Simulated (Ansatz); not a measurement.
A plane-wave DFT run in Ansatz 0.2.0 (scalar-relativistic PAW potentials unless the input names others): input and command.

```yaml
crystal:
  lattice:
    - [0.0, 2.075675, 2.075675]
    - [2.03, 0.045675, 2.03]
    - [2.03, 2.03, 0.045675]
  atoms:
    - { symbol: W, position: [0.0, 0.0, 0.0] }
basis:
  ecutwfc: 420
kpoints:
  mp_grid: { grid: [20, 20, 20] }
hamiltonian:
  xc: pbesol
  pseudopotentials: { kind: nc }
scf:
  occupations: { method: gaussian, width: 0.15 }
  max_iter: 100
output:
  forces: true
  eigenvalues: true
  stress: true
magnetization:
  spin_polarized: true
  spin_orbit: true
```

```bash
ansatz run input.yaml --threads 1 --pin off --max-ram 2560MiB --backend cpu --events-out ev --progress --plain --runs-dir out
```

Q: Will this input run?

A: The program refuses it, because of spin-orbit coupling on scalar files and without noncollinear: true (magnetization: not typed → {"spin_polarized": true, "spin_orbit": true}; hamiltonian.pseudopotentials: not typed → {"kind": "nc"}). Without those keys it is accepted.

Abridged log:
```
Error: 2 input errors — fix all and re-run
  1. inconsistent input (magnetization.spin_orbit, magnetization.noncollinear): true requires noncollinear: true — spin–orbit coupling acts on 2-spinor wavefunctions; set both flags
  2. inconsistent input (magnetization.spin_orbit, hamiltonian.pseudopotentials.kind): true requires a fully-relativistic hamiltonian.pseudopotentials.kind (nc_fr or paw_fr), or kind: all_electron without datasets and azcp, which then solves Dirac's equation on LAPW. paw_fr resolves this project's PAW files (source: ansatz) by j as it reads them
```